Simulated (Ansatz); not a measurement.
The start is a relaxed SnO2 cell with one O and one Sn atom exchanged in a cell of 6 atoms. Cell shape, volume and atoms are optimised at zero target pressure with r2SCAN (plane waves to 500 eV, PAW, scalar-relativistic; Ansatz, a quantum-chemistry and plane-wave program). First-step values are on the input's coarse k-mesh.

Ansatz input (later rounds restart from its end on a renewed k-mesh):
Ansatz 0.2 input:
```yaml
crystal:
  lattice:
    - [4.7585052945, 0, 0]
    - [0, 4.7585052945, 0]
    - [0, 0, 3.2001261747]
  atoms:
    - { symbol: Sn, position: [0, 0, 0] }
    - { symbol: O, position: [0.5, 0.5, 0.5] }
    - { symbol: Sn, position: [0.3059047638, 0.3059047638, 0] }
    - { symbol: O, position: [0.8059047638, 0.1940952362, 0.5] }
    - { symbol: O, position: [0.1940952362, 0.8059047638, 0.5] }
    - { symbol: O, position: [0.6940952362, 0.6940952362, 0] }
basis: { ecutwfc: 500, ecutrho_ratio: 4, xc_grid: 4, fft_grid_basis: typed }
kpoints: { mp_grid: { grid: [5, 5, 7] } }
hamiltonian:
  xc: r2scan
  dispersion: none
  pseudopotentials: { azcp: { folder: ./paw }, kind: paw }
scf: { occupations: { method: fermi_dirac, width: 0.05 } }
relax: { f_tol: 0.01, max_steps: 100, cell: { stress_tol: 0.02 } }
output: { forces: true, stress: true }
```

**Question.** How much energy is released per atom?

**Answer.** About 1.1 eV/atom.

**Question.** How does the volume per atom move from start to end?

**Answer.** +40.7 %, from 12.08 to 16.99 Å³/atom.

**Question.** Does it find its way back to the structure it was made from?

**Answer.** It does not go back: it is caught in Amm2 (No. 38), 1.45 eV/atom above the parent.

**Question.** How do the shortest distances between atoms change?

**Answer.** The closest pairs of elements (up to four, under 3.6 Å), start → end: O–Sn 2.06 → 1.87 Å; Sn–Sn 2.06 → 3.27 Å; O–O 2.06 → 2.16 Å.

**Question.** What band gap does the relaxed structure have at this level?

**Answer.** Zero (metallic).

Final values are on a 14×9×9 k-mesh of the relaxed cell. The start holds a very short contact (Sn–Sn 2.06 Å). No spin polarisation in the result. A trial with spin found a lower state than this one, so it is not the electronic ground state.

The run could not lose the symmetry of its start: the end is stationary, and may be a saddle point rather than a minimum.

The relaxed structure here is a generated cell of SnO2: the first start was made by placing the elements on the sites of a structure type, and the end was not matched to a known phase here, so it may be hypothetical. Known forms of SnO2 include space group No. 136.
